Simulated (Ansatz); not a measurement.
# Profile along the As–Ga line in GaAs (zinc blende)

GaAs (zinc blende), conventional cell a = b = c = 5.7456 Å, α = β = γ = 90.00°. The calculation uses the primitive cell of 2 atoms, to which meshes and values per cell refer.

Fields along a shortest As–Ga line of a {110} plane (2.49 Å), from As to Ga, interpolated on the slice's grid (step about 0.2 Å). Calculation: PBE (plane waves to 420 eV, PAW, scalar-relativistic; Ansatz, an electronic-structure program). k mesh 10×10×10. Inside the PAW spheres the values are not all-electron values, and peaks at nuclei hang on which shells count as valence. GaAs was relaxed with its symmetry unable to fall.

| distance from As (Å) | valence electron density (e/Å³) | electron localisation function | density of the highest valence band (e/Å³) | density of the lowest conduction band (e/Å³) |
|---|---|---|---|---|
| 0.00 | 31.99 | x | 0.004 | 0.068 |
| 0.12 | 30.26 | x | 0.007 | 0.071 |
| 0.25 | 21.72 | x | 0.025 | 0.085 |
| 0.37 | 12.67 | x | 0.056 | 0.101 |
| 0.50 | 6.20 | x | 0.097 | 0.109 |
| 0.62 | 2.76 | 0.54 | 0.135 | 0.100 |
| 0.75 | 1.33 | 0.66 | 0.160 | 0.078 |
| 0.87 | 0.82 | 0.73 | 0.165 | 0.051 |
| 1.00 | 0.62 | 0.77 | 0.157 | 0.030 |
| 1.12 | 0.53 | 0.78 | 0.140 | 0.019 |
| 1.25 | 0.47 | 0.73 | 0.122 | 0.018 |
| 1.37 | 0.45 | 0.57 | 0.105 | 0.027 |
| 1.49 | 0.48 | 0.40 | 0.088 | 0.042 |
| 1.62 | 0.59 | 0.31 | 0.068 | 0.063 |
| 1.74 | 0.88 | 0.24 | 0.046 | 0.086 |
| 1.87 | 1.70 | 0.16 | 0.025 | 0.109 |
| 1.99 | 4.38 | x | 0.011 | 0.129 |
| 2.12 | 11.79 | x | 0.004 | 0.148 |
| 2.24 | 26.40 | x | 0.002 | 0.164 |
| 2.37 | 44.07 | x | 0.002 | 0.175 |
| 2.49 | 52.53 | x | 0.002 | 0.179 |

x: too close to a nucleus for the ELF to mean much. Band densities are of whole bands, smooth part only.

Density on the As–Ga line (2.49 Å) at its density minimum, 1.4 Å from As: 0.45 e/Å³. ELF at that point: 0.6. ELF maximum in the middle third of the As–Ga line: 0.78, 1.1 Å from As.
